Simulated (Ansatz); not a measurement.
Does this entry for NaH2C2N3O lie near equilibrium?

The cell is a Materials Project structure (computed, not necessarily an observed phase), atoms as given.

Space group P-62c (No. 190); a = 10.3028, c = 6.5984 Å, γ = 120.00°.

| site | Wyckoff | site symmetry | x | y | z |
| --- | --- | --- | --- | --- | --- |
| Na | 6g | .2. | 0.0000 | 0.5933 | 0.5000 |
| H7 | 6h | m.. | 0.1701 | 0.8131 | 0.7500 |
| H8 | 6h | m.. | 0.3050 | 0.7817 | 0.7500 |
| C19 | 6h | m.. | 0.0621 | 0.9144 | 0.2500 |
| C20 | 6h | m.. | 0.2635 | 0.8771 | 0.2500 |
| N31 | 6h | m.. | 0.0895 | 0.9353 | 0.7500 |
| N32 | 6h | m.. | 0.1190 | 0.8198 | 0.2500 |
| N33 | 6h | m.. | 0.0814 | 0.4749 | 0.2500 |
| O | 6h | m.. | 0.1956 | 0.7303 | 0.7500 |

One atom of each set is listed.

The numbers come from a DFT calculation in Ansatz (PBE, plane waves and PAW, scalar-relativistic, 420 eV cutoff, Γ-centred 3×3×3 k-points, Fermi–Dirac smearing 0.02 eV).

Problem. Do the atoms and the cell lie near the calculated equilibrium?

Solution. Not quite. The largest force is 0.65 eV/Å, on atom 21 (C: 2 N at 1.18–1.30 Å, angle 175°; also 2 Na at 3.27 Å), and the pressure is 0.2 GPa. Relaxing the atoms is still advisable, since electric field gradients respond to shifts of a few hundredths of an ångström.
